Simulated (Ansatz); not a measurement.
Level of theory: Ansatz, DFT PBE, scalar-relativistic, plane waves, PAW. All cells share a 420 eV cutoff and Γ-centred k meshes spaced at most about 0.3 Å⁻¹ (about 0.25 or finer for metals, 2π included). No spin polarisation in the final relaxations.

All energies are static (0 K, no zero-point motion).

Two forms of As₃O₂ were relaxed alike.

A.

Space group Fmmm (No. 69). a = 5.266 Å, b = 10.651 Å, c = 11.836 Å, α = 90.00°, β = 90.00°, γ = 90.00°
```tsv
atom	site	symmetry	x	y	z
As	8h	m2m	0.0000	0.8555	0.0000
As	16m	m..	0.5000	0.8536	0.8552
O	8f	222	0.2500	0.7500	0.7500
O	8g	2mm	0.7630	0.0000	0.0000
```

B.

Space group Cmmm (No. 65). a = 4.994 Å, b = 9.486 Å, c = 3.702 Å, α = 90.00°, β = 90.00°, γ = 90.00°
```
atom  site  symmetry       x       y       z
  As    4i       m2m  0.0000  0.2675  0.0000
  As    2a       mmm  0.0000  0.0000  0.0000
   O    2b       mmm  0.5000  0.0000  0.0000
   O    2c       mmm  0.5000  0.0000  0.5000
```

**Question.** Which would you expect to be lower, and how large is the difference?

**Answer.** A is lower, by 0.80 eV/atom. A has space group Fmmm (No. 69), 16.6 Å³/atom and no gap on its mesh; B has space group Cmmm (No. 65), 17.5 Å³/atom and no gap. Counting O atoms around As (those within 1.25 times the shortest such distance or 1.15 times the sum of covalent radii; the shortest distance is added where it is long for a bond; a slash parts the counts of unlike sites), A has As 2 and B has As 1 from 2.2 Å/2+4 from 2.5 Å. B holds As–As nets (shortest 2.52 Å); in A the shortest As–As distance is 2.81 Å, near bonding range too. The denser one is the lower, and pressure would at first widen the difference. In A, As on a site of symmetry m2m has 2 O at 1.98 Å; around As on a site of symmetry m lie 2 O at 2.12 Å; around O on a site of symmetry 222 lie 4 As at 2.12 Å and 2 O at 2.63 Å; 1 more site not described. In B, around As on a site of symmetry m2m lie 1 O at 2.21 Å, 3 As at 2.52–2.54 Å and 2 O at 2.88 Å; As on a site of symmetry mmm is surrounded by 2 O at 2.50 Å and 2 As at 2.54 Å; around O on its first site lie 2 O at 1.85 Å, 2 As at 2.21 Å and 2 As at 2.50 Å; 1 more site not described. Both come from invented guesses. A third cell relaxed alike, in R32, lies 76 meV/atom below the lower of the two.

In Cmmm an odd number of electrons in the primitive cell allows no gap without spin; a larger cell or a magnetic state could open one. A magnetic state wasn't ruled out in cells without spin, among them Cmmm. Cells relaxed within their symmetry can be saddle points.
